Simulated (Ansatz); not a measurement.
Given:

AlN (wurtzite)

```xyz
8
Lattice="3.1298 0.0000 0.0000 -1.5649 2.7105 0.0000 0.0000 0.0000 10.0347" Properties=species:S:1:pos:R:3 pbc="T T T"
Al     1.5649     0.9035     0.0169
Al     1.5649     0.9035     5.0342
Al     0.0000     1.8070     2.5256
Al     0.0000     1.8070     7.5429
N      1.5649     0.9035     3.1199
N      1.5649     0.9035     8.1372
N      0.0000     1.8070     0.6113
N      0.0000     1.8070     5.6286
```

The atoms are displaced by Q × the pattern below (from a DFPT mode at A = (0.0, 0.0, 0.5), largest move 1; Q in Å), at fixed cell. It is one choice among 4 degenerate patterns. (q is in reciprocal vectors of the primitive cell; the cell shown is doubled to hold the pattern.)

| atom | x | y | z |
|---|---|---|---|
| Al1 | 0.000 | 0.998 | 0.000 |
| Al2 | 0.000 | -0.998 | 0.000 |
| Al3 | 0.000 | 0.606 | 0.000 |
| Al4 | 0.000 | -0.606 | 0.000 |
| N5 | 0.000 | 0.473 | 0.000 |
| N6 | 0.000 | -0.473 | 0.000 |
| N7 | 0.000 | 1.000 | 0.000 |
| N8 | 0.000 | -1.000 | 0.000 |

Level of theory: PBE (plane waves to 420 eV, PAW, scalar-relativistic; Ansatz, an electronic-structure program). k mesh 12×12×4 (Γ-centred), Fermi-Dirac smearing 0.05 eV. The energy includes the smearing's −TS. AlN was relaxed with its symmetry unable to fall. The PAW data are Ansatz's earlier set. The zero of ΔE is the undisplaced structure.

The scan covers Q from -0.100 to 0.100 Å in 13 points.

Task: Is this a single well or a double well?

Result: A single well with its minimum at or next to zero displacement.

Task: Which space group does the distorted structure have?

Result: Cm (No. 8), lowered from P6_3mc.

Task: What is the energy change at Q = 0.100 Å?

Result: 59.0 meV/cell.

Task: What harmonic wavenumber does the curvature at Q = 0 give?

Result: 173 cm⁻¹.

(A displaced cell: forces are minus the slopes of the energy, force constants its curvatures, and phonons follow from these.)
